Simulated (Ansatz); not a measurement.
## NbP: from a starting cell to a relaxed one

The start is a relaxed NbP cell, doubled along one cell vector, shaken by Gaussian noise of σ = 0.08 Å a coordinate. The structure is fully relaxed (lattice and positions, P = 0) with PBEsol (plane waves to 420 eV, PAW, scalar-relativistic; Ansatz, a first-principles code). First-step values are on the input's coarse k-mesh.

Ansatz input (later rounds restart from its end on a renewed k-mesh):
Ansatz 0.2 input:
```yaml
crystal:
  lattice:
    - [3.0791650143, 0, 0]
    - [0, 6.1583300286, 0]
    - [0, 0, 3.0791650143]
  atoms:
    - { symbol: P, position: [0.0232754822, 0.0017029254, 0.0295008761] }
    - { symbol: P, position: [-0.0571252346, 0.5021886125, 0.0382928945] }
    - { symbol: Nb, position: [0.5262192608, 0.2389114482, 0.4921198825] }
    - { symbol: Nb, position: [0.4829747045, 0.7580008913, 0.4835033172] }
basis: { ecutwfc: 420, ecutrho_ratio: 4, xc_grid: 2, fft_grid_basis: typed }
kpoints: { mp_grid: { grid: [8, 4, 8] } }
hamiltonian:
  xc: pbesol
  dispersion: none
  pseudopotentials: { kind: paw }
scf: { occupations: { method: fermi_dirac, width: 0.05 } }
relax: { f_tol: 0.01, max_steps: 100, cell: { stress_tol: 0.02 } }
output: { forces: true, stress: true }
```

Task: What is the largest force in the starting geometry, and on which atom (counted from 1)?

Result: About 1.3 eV/Å, on Nb4 (atoms numbered as listed).

Task: How much energy is released per atom?

Result: 0.07 eV/atom.

Task: Is the parent structure recovered?

Result: The parent structure is recovered, Pm-3m (No. 221).

Task: How do the shortest distances between atoms change?

Result: The closest pairs of elements (up to four, under 3.6 Å), start → end: Nb–P 2.49 → 2.67 Å; Nb–Nb 2.96 → 3.08 Å; P–P 3.08 → 3.08 Å.

The end point of the relaxation:

Space group Pm-3m (No. 221); a = b = c = 3.0792 Å, α = β = γ = 90.00°

| atom | site | symmetry | x | y | z |
|---|---|---|---|---|---|
| P | 1b | m-3m | 0.5000 | 0.5000 | 0.5000 |
| Nb | 1a | m-3m | 0.0000 | 0.0000 | 0.0000 |

Final values are on a 15×15×15 k-mesh of the relaxed cell. No spin polarisation in the result.

The relaxed structure here is a generated cell of NbP: the first start was made by placing the elements on the sites of a structure type, and the end was not matched to a known phase here, so it may be hypothetical.
